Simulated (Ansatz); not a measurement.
A geometry of Ni away from equilibrium: the start of the relaxation of a relaxed Ni cell, doubled along one cell vector, shaken by Gaussian noise of σ = 0.08 Å a coordinate. The numbers are results of r2SCAN (plane waves to 500 eV, PAW, scalar-relativistic; Ansatz, a program for electronic structure), not measurements. Γ-centred k-mesh 8×16×16 on the run's cell (coarser than for final values), Fermi–Dirac smearing 0.05 eV.

```xyz
2
Lattice="0.0000 3.4798 3.4798 1.7399 0.0000 1.7399 1.7399 1.7399 0.0000" Properties=species:S:1:pos:R:3:forces:R:3 pbc="T T T" free_energy=-11690.505 pressure_GPa=2.0
Ni     0.0025     0.0774    -0.0701   -0.5532   -0.0693    0.7458
Ni    -0.0798     1.6806     1.8345    0.5532    0.0693   -0.7458
```

Positions in Å, forces in eV/Å, free energy of the cell in eV (comparable only within this code, potentials and settings). Largest force: 0.93 eV/Å, on Ni1, Ni2 (atoms numbered as listed); the geometry lies 0.04 eV/atom above the end of its relaxation.

Spin-polarised start, with parallel moments on Ni.

Spin state reached: ferromagnetic (net 0.74 μB/atom), from parallel starting moments; other spin orders were not run from this start. r2SCAN tends to overstate moments in metals.

The run could not lose the symmetry of its start.
